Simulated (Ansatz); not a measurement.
B4C:
```
B4C
1.0
    4.37121     2.78984     0.00000
   -4.37121     2.78984     0.00000
   -2.41763     0.00000     4.40832
B C
12 3
Direct
  0.49175   0.50825   0.83834
  0.50201   0.17614   0.48398
  0.82386   0.49799   0.48398
  0.49408   0.83091   0.50544
  0.16909   0.50592   0.50544
  0.30705   0.69295   0.18084
  0.68960   0.31040   0.81193
  0.30287   0.18816   0.69506
  0.81184   0.69713   0.69506
  0.69619   0.81750   0.29881
  0.18250   0.30381   0.29881
  0.00040   0.99960   0.98788
  0.50331   0.49669   0.17563
  0.12560   0.87440   0.88130
  0.87851   0.12149   0.10361
```

Cartesian axes are those of the cell as given.

Task: Give the proper piezoelectric stress tensor with relaxed ions from DFT-PBEsol in the program Ansatz with PAW potentials.

Result: In C/m², rows x, y, z, Voigt columns; mesh uncertainty up to 0.00.
```
 0.07  -0.06  -0.02   0.00   0.07   0.00
 0.00   0.00   0.00   0.28   0.00  -0.23
-0.03   0.16   0.08   0.00  -0.14   0.00
```

The elastic tensor of the same run (GPa):

```
  499    108   99.0    0.0  -34.0    0.0
  108    545   96.8    0.0   56.0    0.0
 99.0   96.8    559    0.0   35.4    0.0
  0.0    0.0    0.0    199    0.0   36.5
-34.0   56.0   35.4    0.0    190    0.0
  0.0    0.0    0.0   36.5    0.0    184
```

Task: Convert to strain constants d = e·S.

Result: In pC/N:
```
 0.2  -0.2  -0.1   0.0   0.5   0.0
 0.0   0.0   0.0   1.7   0.0  -1.6
-0.2   0.4   0.2   0.0  -0.9   0.0
```

Space group Cm. The first step of the workflow began from a Materials Project structure, measured or hypothetical; the Crystallography Open Database copy checked does not list it. Whether it is the stable phase at ambient conditions was not checked. The PBEsol relaxation kept the symmetry of its start; its stability against distortions is not shown here. Signs of piezoelectric constants follow the polarity of the cell as given.

Potentials: the earlier of the program's two PAW sets. The files were generated under PBE; for other functionals the program regenerates the frozen cores, and for LDA and PBEsol the local potential too.
